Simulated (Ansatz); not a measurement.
Relaxed candidate structures of Bi2Te3:

A. P4/mmm (No. 123), tP10; a = 6.7916 Å, b = 6.7916 Å, c = 11.7842 Å, α = 90.00°, β = 90.00°, γ = 90.00°; Bi 1c (0.500, 0.500, 0.000); Bi 2h (0.500, 0.500, 0.250); Bi 1d (0.500, 0.500, 0.500); Te 2e (0.000, 0.500, 0.500); Te 4l (0.000, 0.286, 0.000)

B. P4₂nm (No. 102), tP10; a = b = 6.5485 Å, c = 8.2164 Å, α = β = γ = 90.00°; Bi 4c (0.311, 0.311, 0.669); Te 4b (0.000, 0.500, 0.399); Te 2a (0.000, 0.000, 0.548)

C. Pnma (No. 62), oP20, AFLOW prototype A3B2_oP20_62_3c_2c (D5_8, as in Sb2S3); a = 12.596 Å, b = 4.329 Å, c = 12.206 Å, α = β = γ = 90.00°; Bi 4c (0.492, 0.250, 0.330); Bi 4c (0.154, 0.250, 0.541); Te 4c (0.280, 0.250, 0.202); Te 4c (0.060, 0.750, 0.362); Te 4c (0.130, 0.250, 0.949)

D. P4/mbm (No. 127), tP10; a = 8.646 Å, b = 8.646 Å, c = 4.106 Å, α = 90.00°, β = 90.00°, γ = 90.00°; Te 2a (0.000, 0.000, 0.000); Te 4h (0.141, 0.359, 0.500); Bi 4g (0.325, 0.175, 0.000)

E. P-3m1 (No. 164), hP5; a = b = 4.3523 Å, c = 10.5662 Å, α = β = 90.00°, γ = 120.00°; Te 1a (0.000, 0.000, 0.000); Te 2d (0.667, 0.333, 0.355); Bi 2d (0.333, 0.667, 0.192)

**Question.** Order them by energy per atom (lowest first) at the level PBEsol (plane waves to 420 eV, PAW, scalar-relativistic; Ansatz, a program for electronic structure).

**Answer.** E (reference, the lowest of the structures calculated here), C (+0.039 eV/atom), D (+0.17 eV/atom), B (+0.22 eV/atom), A (+1.01 eV/atom)

**Question.** Which candidates are metallic at this level, and what gaps do the others have?

**Answer.** No gap: A, B, D. C: 0.44 eV (no spin-orbit coupling); E: 0.47 eV (no spin-orbit coupling).

Each run could gain symmetry but not lose that of its start, so entries can be saddle points. Known forms of Bi2Te3 include space group No. 166. That form is not among the structures calculated here. All of these are generated cells (placed on structure types, drawn at random, substituted or restacked) that were not matched to a known phase here. Static energies at zero pressure. Each cell has its own k-point mesh; energy differences are given only to the digits this allows. No spin polarisation in the result. Spin-orbit coupling is missing; with elements this heavy it can move band edges by tenths of an eV or more. Gaps of cells over 8 atoms come from the SCF mesh and high-symmetry points alone.
